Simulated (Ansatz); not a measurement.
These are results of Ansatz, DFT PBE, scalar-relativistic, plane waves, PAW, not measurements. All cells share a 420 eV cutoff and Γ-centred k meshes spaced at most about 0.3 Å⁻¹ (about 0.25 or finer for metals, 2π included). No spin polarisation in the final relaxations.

All energies are static (0 K, no zero-point motion).

Compare these two cells of SiAs₅, each relaxed at this level.

A.

```
Si As
1.0
     5.33019    0.00000    0.00000
    -2.66510    4.61608    0.00000
     0.00000    0.00000    5.11738
Si As
1 5
Direct
  0.00000 0.00000 0.00000
  0.50000 0.00000 0.50000
  0.50000 0.50000 0.50000
  0.00000 0.50000 0.50000
  0.33333 0.66667 0.00000
  0.66667 0.33333 0.00000
```

B.

```
Si As
1.0
     5.53918    0.00000    0.00000
     0.00000    5.53918    0.00000
     0.00000    0.00000    5.53918
Si As
1 5
Cartesian
  2.7696 2.7696 2.7696
  4.1150 4.1150 4.1150
  1.4242 1.4242 4.1150
  1.4242 4.1150 1.4242
  4.1150 1.4242 1.4242
  0.0000 0.0000 0.0000
```

Question: Which form is favoured at zero pressure, and by what margin per atom?

Answer: A is lower, by 253 meV/atom. A has space group P6/mmm (No. 191), 21.0 Å³/atom and no gap on its mesh; B has space group P-43m (No. 215), 28.3 Å³/atom and no gap. Counting As atoms around Si (those within 1.25 times the shortest such distance or 1.15 times the sum of covalent radii; a plus sign parts nearer from farther groups; the shortest distance is added where it is long for a bond), A has Si 6+12 from 3.1 Å and B has Si 4. B holds As–As units of three or more atoms (shortest 2.47 Å); in A the shortest As–As distance is 2.67 Å, near bonding range too. The denser one is the lower, and pressure would at first widen the difference. Even the lower one lies +0.69 eV/atom against the reference forms of the elements (uncorrected), so neither is stable at this level. Both come from invented guesses. A third cell relaxed alike, in P-62m, lies 193 meV/atom below the lower of the two.

In P6/mmm, P-43m an odd number of electrons in the primitive cell allows no gap without spin; a larger cell or a magnetic state could open one. A magnetic state wasn't ruled out in cells without spin, among them P6/mmm, P-43m. Cells relaxed within their symmetry can be saddle points.
